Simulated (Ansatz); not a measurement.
Free-standing chains of the atoms of Sr, named by their start (strip: triangular double chain, ladder: square double chain); atoms and period are relaxed, and energies count from relaxed bulk Sr (Im-3m, not its usual structure, 55.60 Å³/atom, gap on the mesh 0.00 eV).

These are results of DFT r2SCAN, scalar-relativistic, plane waves, PAW (Ansatz), not measurements.

Cutoff 500 eV, Gaussian smearing of 0.05 eV, energies at zero smearing, symmetry of each start kept, collinear spin where a moment is listed.

| start | atoms | k mesh | excess energy (eV per host atom) | period (Å) | gap on the mesh (eV) | highest filled level or Fermi level under vacuum (eV) | size of the moment (μB per cell) |
| --- | --- | --- | --- | --- | --- | --- | --- |
| linear chain | 1 | 1×1×17 | 1.388 | 4.489 | 0.78 | 2.75 | 0.00 |
| dimerised chain | 2 | 1×1×9 | 1.388 | 8.985 | 0.72 | 2.70 | 0.00 |
| zigzag chain* | 2 | 1×1×10 | 1.125 | 4.155 | 0 | - | 0.80 |
| ladder chain | 4 | 1×1×9 | 1.196 | 8.322 | 0 | - | 1.11 |
| strip chain | 2 | 1×1×16 | 1.112 | 4.220 | 0 | - | 0.51 |

* ends far from its start.

An odd mesh misses points on the zone edge, so a gap read on it can be too wide.

The vacuum is thin at the end. Each run keeps its start's symmetry and one magnetic start, so lower states can exist. Rows stand on unlike meshes and boxes, so starts that end alike can differ by a few hundredths of an eV per atom.

Cost: 5 runs of about 40 core-minutes in all, on Intel Xeon 6975P-C (Granite Rapids) (shared hosts).